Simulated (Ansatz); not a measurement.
SnSe:
```
CELL_PARAMETERS angstrom
     11.68898     0.00000     0.00000
      0.00000     4.12494     0.00000
      0.00000     0.00000     4.69559
ATOMIC_POSITIONS crystal
  Sn 0.62023 0.75000 0.37567
  Sn 0.37977 0.25000 0.62433
  Sn 0.87977 0.25000 0.87567
  Sn 0.12023 0.75000 0.12433
  Se 0.14797 0.25000 0.51192
  Se 0.85203 0.75000 0.48808
  Se 0.35203 0.75000 0.01192
  Se 0.64797 0.25000 0.98808
```

Relaxed with r²SCAN. Special points in fractions of this cell's reciprocal vectors: Γ (0.000, 0.000, 0.000); X (0.500, 0.000, 0.000); S (0.500, 0.500, 0.000); Y (0.000, 0.500, 0.000); Z (0.000, 0.000, 0.500); U (0.500, 0.000, 0.500); R (0.500, 0.500, 0.500); T (0.000, 0.500, 0.500).

List the band energies nearest the valence-band maximum at these points for r²SCAN (plane waves, PAW; program Ansatz).

In eV from the valence-band maximum; about four levels below and three above (degenerate sets whole), none deeper than 8.9 eV; points with the same levels are listed once.

```json
[
 {"k": "Γ", "below": "-1.53 -0.91 -0.75 -0.25", "above": "1.23 2.98 3.05"},
 {"k": "X", "below": "-1.75 -1.75 -0.45 -0.45", "above": "2.72 2.72 2.86 2.86"},
 {"k": "S", "below": "-1.19 -1.19 -1.19 -1.19", "above": "1.78 1.78 1.78 1.78"},
 {"k": "Y", "below": "-1.11 -1.11 -0.96 -0.96", "above": "1.53 1.53 1.54 1.54"},
 {"k": "Z", "below": "-0.80 -0.80 -0.09 -0.09", "above": "1.66 1.66 2.15 2.15"},
 {"k": "U", "below": "-0.56 -0.56 -0.12 -0.12", "above": "1.68 1.68 2.17 2.17"},
 {"k": "R", "below": "-1.40 -1.40 -1.40 -1.40", "above": "2.86 2.86 2.86 2.86"},
 {"k": "T", "below": "-2.08 -2.08 -1.24 -1.24", "above": "2.98 2.98 3.24 3.24"}
]
```

Space group Pnma. The r²SCAN relaxation kept the symmetry of its start. A crystal of weakly bound layers computed without a dispersion correction: the cell and the soft elastic constants depend strongly on that. Spin–orbit coupling is left out wherever it is not named.

Potentials: the later of the program's two PAW sets.
